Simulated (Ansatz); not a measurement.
K3FO (antiperovskite), relaxed with r2SCAN, was run in the PAW code Ansatz under altered settings. All numbers are computed, without spin polarisation but where a row says otherwise.

```xyz
5
Lattice="5.0567 0.0000 0.0000 0.0000 5.0567 0.0000 0.0000 0.0000 5.0567" Properties=species:S:1:pos:R:3 pbc="T T T"
F     0.0000    0.0000    0.0000
O     2.5284    2.5284    2.5284
K     2.5284    2.5284    0.0000
K     2.5284    0.0000    2.5284
K     0.0000    2.5284    2.5284
```

The base run's other keys:
```yaml
kpoints:
  mp_grid: { grid: [2, 2, 2] }
hamiltonian:
  xc: hse06
scf:
  occupations: { method: fixed }
  n_extra_bands: 5
```

It takes 15 iterations with 2517 plane waves at 420 eV and 4 k points, and leaves a mean stress of +0.53 GPa. The gap over this mesh is 2.098 eV. It ran on 4 threads of Arm Neoverse N1 (shared host).

Outcomes, with energy and stress as changes against the base:
```
                                 setting    outcome  ΔF (meV/atom)  Δ mean stress (GPa)  gap on the mesh (eV)  iterations  wall time
PBE hybrid, exx coeff 0.2, omega 0.1 1/Å  converged              –                 +0.1                 2.118          15      9.1 s
PBE hybrid, exx coeff 0.3, omega 0.1 1/Å  converged              –                 -0.1                 2.813          16      9.6 s
```
A dash marks a value that wasn't obtained or can't be compared. Stress is positive in compression. The base took 9.1 s. The base's mesh is coarse for a hybrid, so its own values aren't converged.

- PBE hybrid, exx coeff 0.2, omega 0.1 1/Å. That is 20 % exact exchange, screened with ω = 0.1 1/Å, against HSE06's 25 % screened at 0.208 1/Å. The mean stress moves by +0.1 GPa and the gap on the mesh by +0.021 eV (to 2.118). Totals of different functionals aren't comparable. The program warns that on this mesh the truncation of the exchange isn't bounded, so part of the change can be an error of the mesh.
- PBE hybrid, exx coeff 0.3, omega 0.1 1/Å. That is 30 % exact exchange, screened with ω = 0.1 1/Å, against HSE06's 25 % screened at 0.208 1/Å. The mean stress moves by -0.1 GPa and the gap on the mesh by +0.715 eV (to 2.813). Totals of different functionals aren't comparable. The program warns that on this mesh the truncation of the exchange isn't bounded, so part of the change can be an error of the mesh.

The stress of a hybrid is loosely converged in these runs.

The meshes of the hybrids are coarse, so their gaps aren't converged to the digits shown.
